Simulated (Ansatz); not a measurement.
Values for one crystal, relaxed and computed with the program Ansatz at the PBEsol level (PAW); other levels are named.

| Quantity | Value |
|---|---|
| Volume per atom | 15.83 Å³ |
| Electronic character | metallic (no gap) |
| Elastic constants (relaxed ions, GPa) | C11 = 426, C12 = 180, C13 = 165, C33 = 442, C44 = 103 |
| Bulk modulus (Birch–Murnaghan fit) | 257 GPa |
| Young's modulus | 305 GPa |
| Formation energy from the elements (no fitted shifts) | -1.10 eV/atom |
| Pressure derivative B′ | 4.9 |

Q: Which of these materials gives this?
(A) HfPt3, P6_3/mmc (Hf on 2a, Hf on 2c, Pt on 6g, Pt on 6h)
(B) ScPt, CsCl type
(C) VPt3, Cu3Au type
(D) Co3W, P6_3/mmc (Co on 6h, W on 2c)

A: A, HfPt3, P6_3/mmc (Hf on 2a, Hf on 2c, Pt on 6g, Pt on 6h)

The first step of the workflow began from a Materials Project structure, measured or hypothetical; the Crystallography Open Database files this formula in space group No. 194, but the cells were not matched. Its standing as an ambient phase is unchecked. The cell was relaxed with PBEsol under the symmetry of its start; whether a distortion lowers the energy is not shown. The run is not spin-polarised. As this level gives no gap, shear constants depend on the k-mesh and smearing (Fermi–Dirac, 0.1 eV here). The references are the lowest solids computed at this level, not always the standard phases. Spin–orbit coupling is left out wherever it is not named.

Potentials: the later of the program's two PAW sets.
